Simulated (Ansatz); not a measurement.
An Ansatz (an electronic-structure program) input:

Ansatz 0.2 input:
```yaml
crystal:
  lattice:
    - [5.3872945454, 0.0, 0.0]
    - [-2.6936472727, 4.665533934, 0.0]
    - [0.0, 0.0, 5.2603758921]
  atoms:
    - { symbol: Ag, position: [0.0, 0.0, 0.252725389] }
    - { symbol: Ag, position: [0.0, 0.0, 0.747274611] }
    - { symbol: Ag, position: [0.3333333333, 0.6666666667, 0.5] }
    - { symbol: Ag, position: [0.6666666667, 0.3333333333, 0.5] }
    - { symbol: Ag, position: [0.0, 0.5, 0.0] }
    - { symbol: Ag, position: [0.5, 0.0, 0.0] }
    - { symbol: Ag, position: [0.5, 0.5, 0.0] }
kpoints:
  mp_grid: { grid: [7, 7, 6] }
  band_path:
    path:
      - [[0.0, 0.0, 0.0], [0.5, 0.0, 0.0], [0.3333333333, 0.3333333333, 0.0], [0.0, 0.0, 0.0], [0.0, 0.0, 0.5], [0.5, 0.0, 0.5], [0.3333333333, 0.3333333333, 0.5], [0.0, 0.0, 0.5]]  # Γ-M-K-Γ-A-L-H-A
      - [[0.5, 0.0, 0.5], [0.5, 0.0, 0.0]]  # L-M
      - [[0.3333333333, 0.3333333333, 0.5], [0.3333333333, 0.3333333333, 0.0]]  # H-K
    npoints: 8
basis: { xc_grid: 2 }
hamiltonian:
  xc: pbe
  pseudopotentials: { kind: paw }
magnetization: { noncollinear: true, spin_orbit: true }
scf:
  n_extra_bands: 15
  convergence: { dr2_threshold: 0.0000000001 }
  occupations: { method: gaussian, width: 0.05 }
output: { eigenvalues: true }
```

Question: How many symmetry operations and irreducible k-points will the run report?

Answer: 24 operations, 32 of 294 k-points.

Question: With a cutoff of 420 eV, how many plane waves at Γ?

Answer: 2579.

It took very roughly 5 core-minutes on shared server cores.

Space group P6/mmm. The start of the workflow was typed in or built on a structure type; neither database checked (COD, Materials Project) lists it. It is not the phase usual at ambient conditions (space group No. 225). The PBE relaxation kept the symmetry of its start; whether a distortion lowers the energy is not shown. No spin polarisation was allowed.

Potentials: the later of the program's two PAW sets.

Ansatz is a plane-wave DFT program.
